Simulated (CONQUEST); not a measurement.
A self-consistent single point of C (R-3m, 24 atoms in the cell; from Materials Project mp-2516584) with CONQUEST.

All values come from this method and carry its errors: LDA (PW92), numerical atomic orbitals double-zeta with polarisation (the shipped basis), PseudoDojo norm-conserving potentials made for LDA in CONQUEST.

```yaml
crystal:
  lattice:
    - [2.46638, 0.00000, 0.00000]
    - [0.00000, 4.27190, 0.00000]
    - [0.00000, 0.00000, 24.84785]
  atoms:
    - { symbol: C, position: [0.00000, 0.00000, 0.91283] }
    - { symbol: C, position: [0.00000, 0.33333, 0.75384] }
    - { symbol: C, position: [0.00000, 0.33333, 0.91282] }
    - { symbol: C, position: [0.00000, 0.00000, 0.75385] }
    - { symbol: C, position: [0.50000, 0.16667, 0.24616] }
    - { symbol: C, position: [0.00000, 0.00000, 0.08717] }
    - { symbol: C, position: [0.00000, 0.00000, 0.24615] }
    - { symbol: C, position: [0.50000, 0.16667, 0.08718] }
    - { symbol: C, position: [0.00000, 0.33333, 0.57950] }
    - { symbol: C, position: [0.50000, 0.16667, 0.42050] }
    - { symbol: C, position: [0.50000, 0.16667, 0.57949] }
    - { symbol: C, position: [0.00000, 0.33333, 0.42051] }
    - { symbol: C, position: [0.50000, 0.50000, 0.91283] }
    - { symbol: C, position: [0.50000, 0.83333, 0.75384] }
    - { symbol: C, position: [0.50000, 0.83333, 0.91282] }
    - { symbol: C, position: [0.50000, 0.50000, 0.75385] }
    - { symbol: C, position: [0.00000, 0.66667, 0.24616] }
    - { symbol: C, position: [0.50000, 0.50000, 0.08717] }
    - { symbol: C, position: [0.50000, 0.50000, 0.24615] }
    - { symbol: C, position: [0.00000, 0.66667, 0.08718] }
    - { symbol: C, position: [0.50000, 0.83333, 0.57950] }
    - { symbol: C, position: [0.00000, 0.66667, 0.42050] }
    - { symbol: C, position: [0.00000, 0.66667, 0.57949] }
    - { symbol: C, position: [0.50000, 0.83333, 0.42051] }
```

Reference input (self-consistent single point, DFT, LDA (PW92), numerical atomic orbitals double-zeta with polarisation (the shipped basis), PseudoDojo norm-conserving potentials made for LDA): basis = DZP; Diag.MPMeshX, Y, Z = 9 5 1; potentials = PseudoDojo norm-conserving LDA; Grid.GridCutoff = 140 Ha; DM.SolutionMethod = diagon; Diag.kT = 0.003675 Ha; Diag.GammaCentred = true; minE.SCTolerance = 1.0e-06; SC.MaxIters = 100; SC.LinearMixingFactor = 0.5; SC.KerkerPreCondition = true; SC.KerkerFactor = 0.1 1/bohr. This run's input differs from it in these lines:

```diff
@@ -16,4 +16,4 @@
 Diag.MPMesh                    T
-Diag.MPMeshX                   9
-Diag.MPMeshY                   5
+Diag.MPMeshX                   6
+Diag.MPMeshY                   4
 Diag.MPMeshZ                   1
```

The program printed (abridged):

```
    PulayMixSC: Starting Pulay mixing, A_up =  0.500 A_dn =  0.500
    PulayMixSC: Spin non-polarised calculation.
    PulayMixSC: with Kerker preconditioning, q0 =  0.100
          Harris-Foulkes Energy            :      -144.978348244720621 Ha
          Free Energy (E-TS)               :      -144.982855501167450 Ha
    PulayMixSC: Pulay iteration     1 residual:              0.46845E-02
          Harris-Foulkes Energy            :      -144.638605830408437 Ha
          Free Energy (E-TS)               :      -144.642825806806314 Ha
    PulayMixSC: Pulay iteration     2 residual:              0.21079E-02
   [... lines left out ...]
          Free Energy (E-TS)               :      -144.562877394310817 Ha
    PulayMixSC: Pulay iteration     6 residual:              0.21505E-05
          Harris-Foulkes Energy            :      -144.558934469966459 Ha
          Free Energy (E-TS)               :      -144.562876935291285 Ha
    PulayMixSC: Pulay iteration     7 residual:              0.11865E-05
          Harris-Foulkes Energy            :      -144.558934680552284 Ha
          Free Energy (E-TS)               :      -144.562877368812394 Ha
    PulayMixSC: Pulay iteration     8 residual:              0.64304E-06
    PulayMixSC: Reached SCF tolerance of  0.64304E-06 after      8 iterations
      | Number of electrons      =        96.000041
      | GS Energy as E-(1/2)TS   =      -144.560906024682339 Ha
      | Free Energy as E-TS      =      -144.562877368812394 Ha
      |* Harris-Foulkes energy   =      -144.558934680552284 Ha
      |* DFT total energy        =      -144.558934643924516 Ha

    force: Forces on atoms (Ha/a0)
    force:  Atom   X              Y              Z
    force:     1  -0.0000000472  -0.0020600102  -0.0003716106
    force:     2  -0.0000009479   0.0020632511   0.0003414498
    force:     3  -0.0000009243   0.0020586143  -0.0002388273
    force:     4  -0.0000000472  -0.0020602441   0.0002047342
    force:     5  -0.0000009479  -0.0020632511  -0.0003414498
    force:     6  -0.0000000472   0.0020600102   0.0003716106
   [... lines left out ...]
    force:    24  -0.0000009715  -0.0020533627   0.0001898064

    force: Maximum force :        0.00206325(Ha/a0) on atom         2 in y direction
    force: Force Residual:        0.00207881 Ha/a0
    force: Total stress:          0.53175052    -0.76350744     1.76648205 GPa
    force: Average pressure:     -0.51157504 GPa

    get_E_and_F: Change in energy during last step of electronic optimisation: -0.21059E-06
```

The run converged in 8 iterations. CONQUEST prints the stress tensor with tension positive. Against the reference run the free energy goes up by 9.5 meV/atom and the pressure goes from -0.64 to -0.51 GPa.

The program uses no crystal symmetry, so grid and mesh can part values that symmetry would make equal. The atom-centred basis is finite, which shifts total energies, pressures and forces against plane waves. This run is one point of a test of settings, so its values need not be converged; read them against the reference run alone. The structure comes from a collection of computed structures, made at another level of theory; the collection holds predicted forms beside known ones. No clean gap shows at this smearing width and mesh (spacing up to 0.42 Å⁻¹); the mesh is coarse for partly filled bands, so the values carry mesh errors. Semi-local functionals can close small gaps.

Cost on one core: about 100 core-seconds (a rough figure).
